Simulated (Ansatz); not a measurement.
Ansatz (a first-principles code) input:

Ansatz 0.2 input:
```yaml
crystal:
  lattice:
    - [0.0, 3.0981251376, 3.0981251376]
    - [3.0981251376, 0.0, 3.0981251376]
    - [3.0981251376, 3.0981251376, 0.0]
  atoms:
    - { symbol: Se, position: [0.75, 0.75, 0.75] }
    - { symbol: Cd, position: [0.0, 0.0, 0.0] }
kpoints:
  mp_grid: { grid: [8, 8, 8] }
hamiltonian:
  xc: pbe
  pseudopotentials: { kind: paw }
scf:
  occupations: { method: fixed }
elastic: { mode: relaxed_ion, stencil: two_point, amplitude: 0.005, f_tol: 0.0005 }
output: { polarization: {} }
```

Output (shortened):

```
Pseudopotentials: kind: paw
Pseudopotential: Se, paw, valence charge 16
Pseudopotential: Cd, paw, valence charge 20
Functional definition: PBE
Crystal: 2 atoms, lattice volume = 59.474 Å³
Basis set: ecut = 420 eV, 1211 PW (Γ), exchange–correlation on 60×60×60 points (8 copies of the dense FFT grid, shifted against one another)
Bands: 22, of which v1, the nominal top of the filled ones, is band 18 counted from 1 (17 counted from 0)
Symmetry: 24 space group operations
Space group: F-43m (ITA 216), of the structure as read, at distance tolerance 3.9e-5 Å
k-points: 29 of 512 (time reversal used)
Initial wavefunctions: pseudopotential atomic-orbital guess
Eigensolver: davidson
Functional: x = pbe(κ = 0.804, μ = 0.2195149727645171), c = pbe(β = 0.06672455060314922)
all-band conjugate gradients solve this SCF's bands
SCF 1 converged in 9 iterations: F = -13724.796186 eV  dr2 = 9.19e-15
Crystal: 2 atoms, lattice volume = 59.177 Å³
Basis set: ecut = 420 eV, 1163 PW (Γ), exchange–correlation on 60×60×60 points (8 copies of the dense FFT grid, shifted against one another)
Symmetry: 8 space group operations
k-points: 59 of 512 (time reversal used)
Initial density: handed on by an earlier stage of this run
Initial wavefunctions: pseudopotential atomic-orbital guess (no wavefunctions were taken with the density)
SCF 2 converged in 10 iterations: F = -13724.795928 eV  dr2 = 4.53e-15
Crystal: 2 atoms, lattice volume = 59.771 Å³
Basis set: ecut = 420 eV, 1219 PW (Γ), exchange–correlation on 60×60×60 points (8 copies of the dense FFT grid, shifted against one another)
SCF 3 converged in 10 iterations: F = -13724.795907 eV  dr2 = 4.33e-15
Crystal: 2 atoms, lattice volume = 59.474 Å³
Basis set: ecut = 420 eV, 1191 PW (Γ), exchange–correlation on 60×60×60 points (8 copies of the dense FFT grid, shifted against one another)
Symmetry: 4 space group operations
k-points: 95 of 512 (time reversal used)
SCF 4 converged in 10 iterations: F = -13724.796004 eV  dr2 = 8.39e-14
relax step   1: F+E_penalty+E_count = -13724.79600368 eV  Δ(F+E_penalty+E_count) = +0.000e0 eV  max|allowed force component| = 2.460e-2 eV/Å  Δτ_max = 0.0000 Å  (10 SCF iters, accepted)
density extrapolation: transplant  |δρ|_rms = 3.138e-2 e/Å³  SAD shift = 1.804e-2 e/Å³
Crystal: 2 atoms, lattice volume = 59.474 Å³
Initial wavefunctions: those handed on with the density
SCF 5 converged in 9 iterations: F = -13724.796078 eV  dr2 = 3.28e-15
relax step   2: F+E_penalty+E_count = -13724.79607787 eV  Δ(F+E_penalty+E_count) = -7.420e-5 eV  max|allowed force component| = 1.254e-3 eV/Å  Δτ_max = 0.0032 Å  (9 SCF iters, accepted)
density extrapolation: transplant  |δρ|_rms = 3.138e-2 e/Å³  SAD shift = 8.752e-4 e/Å³
Crystal: 2 atoms, lattice volume = 59.474 Å³
SCF 6 converged in 7 iterations: F = -13724.796078 eV  dr2 = 1.52e-14
relax step   3: F+E_penalty+E_count = -13724.79607807 eV  Δ(F+E_penalty+E_count) = -1.934e-7 eV  max|allowed force component| = 1.075e-7 eV/Å  Δτ_max = 0.0002 Å  (7 SCF iters, accepted)
Crystal: 2 atoms, lattice volume = 59.474 Å³
SCF 7 converged in 6 iterations: F = -13724.796078 eV  dr2 = 8.46e-14
Crystal: 2 atoms, lattice volume = 59.474 Å³
SCF 8 converged in 10 iterations: F = -13724.796004 eV  dr2 = 8.67e-14
relax step   1: F+E_penalty+E_count = -13724.79600368 eV  Δ(F+E_penalty+E_count) = +0.000e0 eV  max|allowed force component| = 2.460e-2 eV/Å  Δτ_max = 0.0000 Å  (10 SCF iters, accepted)
density extrapolation: transplant  |δρ|_rms = 3.138e-2 e/Å³  SAD shift = 1.804e-2 e/Å³
Crystal: 2 atoms, lattice volume = 59.474 Å³
SCF 9 converged in 9 iterations: F = -13724.796078 eV  dr2 = 3.18e-15
relax step   2: F+E_penalty+E_count = -13724.79607787 eV  Δ(F+E_penalty+E_count) = -7.420e-5 eV  max|allowed force component| = 1.254e-3 eV/Å  Δτ_max = 0.0032 Å  (9 SCF iters, accepted)
density extrapolation: transplant  |δρ|_rms = 3.138e-2 e/Å³  SAD shift = 8.752e-4 e/Å³
Crystal: 2 atoms, lattice volume = 59.474 Å³
SCF 10 converged in 7 iterations: F = -13724.796078 eV  dr2 = 1.54e-14
relax step   3: F+E_penalty+E_count = -13724.79607807 eV  Δ(F+E_penalty+E_count) = -1.934e-7 eV  max|allowed force component| = 1.077e-7 eV/Å  Δτ_max = 0.0002 Å  (7 SCF iters, accepted)
Crystal: 2 atoms, lattice volume = 59.474 Å³
SCF 11 converged in 6 iterations: F = -13724.796078 eV  dr2 = 8.28e-14
SCF converged after 9 iterations
Free energy (F): -13724.796186 eV
Harris-Foulkes:  -13724.796186 eV  (|F-HF|=0.00e0)
Internal energy: -13724.796186 eV  (E = F + TS)
E sigma→0 (E₀):  -13724.796186 eV
Fermi energy:    6.698692 eV
--- Per-component energies (eV) ---
  E_band       = -913.485456
  E_kinetic    = 622.776091
  E_local      = -6504.436819  (includes V_loc(G=0)·N_el)
  E_nonlocal   = -562.148664
  E_hartree    = 3085.602322
  E_xc         = -280.516623
  E_vxc        = -319.204210  (∫ρ·V_xc dr)
  E_paw        = -5994.901204  (= ΣΔE_a)
  E_vpaw       = -321.675875  (= ΣTr[D̂ρ^β])
  E_aug_tail   = -0.000621  (compensation charges beyond the density's cutoff)
  E_ewald      = -4091.170668
  E_smearing   =  0.000000  (= −TS)
  E_closure    =  0.000000  (closes the sum)
  Σ components = -13724.796186   (vs F -13724.796186, Δ=0.00e0)
--- Forces (eV/Å), atoms counted from 1 ---
  atom   1  Se     0.00000000     0.00000000     0.00000000
  atom   2  Cd     0.00000000     0.00000000     0.00000000
  max |Σ_I F_I| component: 1.02e-16 eV/Å
--- Stress (GPa, compression-positive) ---
       -0.006393       0.000000       0.000000
        0.000000      -0.006393       0.000000
        0.000000       0.000000      -0.006393
  P = ⅓ Tr σ = -0.0064 GPa (-0.064 kbar)
  The stress holds the Pulay correction. Without it, at fixed plane waves, as pw.x and ABINIT print it: P = -0.0395 GPa
  The stress includes an estimate of the error left by incomplete SCF convergence (largest component  0.0000 GPa; it does not cover the PAW one-centre terms).
--- Band table (eV; the first three rows and the last of 29) ---
  k-point 0: bands = ["-94.8307", "-55.8991", "-55.8991", "-55.8991", "-39.8477", "-39.8477", "-39.8477", "-39.8449", "-39.8449", "-5.5965", "-1.0584", "-1.0584", "-1.0584", "-0.7404", "-0.7404", "6.6987", "6.6987", "6.6987", "7.1931", "12.6343", "12.6343", "12.6343"]
  k-point 1: bands = ["-94.8307", "-55.8991", "-55.8991", "-55.8991", "-39.8477", "-39.8477", "-39.8477", "-39.8449", "-39.8449", "-5.5493", "-1.0437", "-1.0437", "-1.0134", "-0.7411", "-0.7411", "5.5299", "6.5869", "6.5869", "8.1865", "12.4040", "12.8221", "12.8221"]
  k-point 2: bands = ["-94.8307", "-55.8992", "-55.8991", "-55.8991", "-39.8477", "-39.8476", "-39.8476", "-39.8449", "-39.8449", "-5.4344", "-1.0116", "-1.0116", "-0.8661", "-0.7384", "-0.7384", "4.1771", "6.3389", "6.3389", "8.8910", "12.5672", "13.1220", "13.1220"]
  k-point 28: bands = ["-94.8307", "-55.8992", "-55.8992", "-55.8991", "-39.8477", "-39.8477", "-39.8476", "-39.8449", "-39.8449", "-5.1677", "-0.8960", "-0.8957", "-0.7691", "-0.7348", "-0.3263", "2.9726", "4.6701", "4.7207", "11.4919", "11.9173", "13.0625", "14.2984"]
  band table: 22 of 22 bands, residual norms ≤ 1.0e-3 eV
--- Elastic constants: 2 strain directions × 2 members + reference (group order 24) ---
  dense FFT box of the reference and of every strained cell: 30×30×30
  strains applied: 11, 23; error gains: componentwise 1.00 (the most a stress slope's error grows in a printed constant), spectral 1.73 (1 for all six strains …
  C = ∂σ_k/∂η_j (tension-positive GPa; Voigt order 11 22 33 23 13 12):
        56.476     38.896     38.896      0.000      0.000      0.000
        38.896     56.476     38.896      0.000      0.000      0.000
        38.896     38.896     56.476      0.000      0.000      0.000
         0.000      0.000      0.000     21.690      0.000      0.000
         0.000      0.000      0.000      0.000     21.690      0.000
         0.000      0.000      0.000      0.000      0.000     21.690
  reference stress σ⁰ (GPa):      0.006      0.006      0.006      0.000      0.000      0.000
  moduli (Voigt/Reuss/Hill, GPa): K = 44.76/44.76/44.76   G = 16.53/13.67/15.10   E = 40.72   ν = 0.348
  mechanically stable: yes (min eigenvalue of sym C = 17.58 GPa)
  e, the proper piezoelectric tensor (elastic.mode: relaxed_ion; C/m²; rows x y z; Voigt order 11 22 33 23 13 12):
       0.00000    0.00000    0.00000   -0.04534    0.00000    0.00000
       0.00000    0.00000    0.00000    0.00000   -0.04534    0.00000
       0.00000    0.00000    0.00000    0.00000    0.00000   -0.04534
  ±, each entry's uncertainty from the finite density of the strings (C/m²), an estimate: the size of the correction for it that the entry includes:
       0.00000    0.00000    0.00000    0.00606    0.00000    0.00000
       0.00000    0.00000    0.00000    0.00000    0.00606    0.00000
       0.00000    0.00000    0.00000    0.00000    0.00000    0.00606
  strain η (Voigt 11):  stress-route row diagonal C_11 = 56.48 GPa, energy-path curvature d²(F+E_count+ΔE)/dδ²/Ω₀ = 56.44 GPa
         δ    σ_11 (GPa)             F (eV)   n_scf  n_hpsi   n_pw
    -5.000e-3      -0.2775      -13724.7959278      10   28909   1178   relax 0 steps, max|allowed force component| 4.16e-17 eV/Å
     5.000e-3       0.2872      -13724.7959073      10   28700   1219   relax 0 steps, max|allowed force component| 4.16e-17 eV/Å
  strain η (Voigt 23):  stress-route row diagonal C_44 = 21.69 GPa, energy-path curvature d²(F+E_count+ΔE)/dδ²/Ω₀ = 21.66 GPa
         δ    σ_23 (GPa)             F (eV)   n_scf  n_hpsi   n_pw
    -5.000e-3      -0.1084      -13724.7960781       6   27765   1191   relax 3 steps, max|allowed force component| 1.08e-7 eV/Å
     5.000e-3       0.1084      -13724.7960781       6   27776   1191   relax 3 steps, max|allowed force component| 1.08e-7 eV/Å
--- Formal polarisation (Berry phase): one branch of a lattice of values; only differences between neighbouring runs are physical ---
  axis  mesh            electronic          ionic      p = total  spread (rad)  least overlap  resolved gap  δp at fixed H ≤   (phases in cycles; p mod 2 …
  b1    8×8×8           0.50000000    12.00000000    12.50000000      0.257668         0.7987        0.4944           8.3e-6
  b2    8×8×8           0.50000000    12.00000000    12.50000000      0.257668         0.7987        0.4944           8.3e-6
  b3    8×8×8           0.50000000    12.00000000    12.50000000      0.257668         0.7987        0.4944           8.3e-6
  quantum along a1:   0.14733879 e/Å² =   236.062760 µC/cm²
  quantum along a2:   0.14733879 e/Å² =   236.062760 µC/cm²
  quantum along a3:   0.14733879 e/Å² =   236.062760 µC/cm²
  P = (  1.30230318,   1.30230318,   1.30230318) e/Å² = ( 2086.519730,  2086.519730,  2086.519730) µC/cm²  (mod the quanta)
```

Cost: about 3 core-minutes (a rough figure) on shared cores.

The PBE relaxation kept the symmetry of its start; phonons on a q-mesh show no instability. Scalar-relativistic: spin–orbit coupling is off unless named, which matters more the heavier the elements.

Potentials: the later of the program's two PAW sets.

Ansatz is a plane-wave DFT program.
